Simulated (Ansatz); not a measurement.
# Is this Li₂ScS₂ structure a true minimum?

The structure comes from a generated guess, relaxed at this level; another structure or a mixture of phases may lie lower.

Theory: DFT PBE, scalar-relativistic, plane waves, PAW in Ansatz. Settings: cutoff 420 eV, Γ-centred mesh 12×12×12 on the computed 5-atom cell, Gaussian smearing of 0.10 eV; no spin polarisation.

The cell below (5 atoms, space group R-3m (No. 166)) is relaxed within its symmetry.

```
CELL_PARAMETERS angstrom
1.84016 1.06242 6.96599
-1.84016 1.06242 6.96599
0.00000 -2.12483 6.96599
ATOMIC_POSITIONS crystal
Li 0.36911 0.36911 0.36911
Li 0.63089 0.63089 0.63089
Sc 0.50000 0.50000 0.50000
S 0.24502 0.24502 0.24502
S 0.75498 0.75498 0.75498
```

For the test a repeat of it with 10 atoms (edges 3.68, 6.37, 7.28 Å) was strained at random (σ = 1.5 % a component), the atoms were moved at random (σ = 0.15 Å), and all was relaxed again on a coarse 6×4×6 mesh (in the run’s order of axes) with 0.20 eV smearing, with no symmetry imposed.

An odd number of electrons in the primitive cell allows no gap without spin; a larger cell or a magnetic state could open one.

Task: Does it come back?

Result: It returns, within 1 meV/atom of the unmoved cell on that mesh and with the same symmetry when read at 0.1 Å (P-1 at 0.01 Å, so small strains and shifts remain). So it is stable against the distortions that fit this cell and that this random move excites. Modes that don't fit the cell aren't tested.
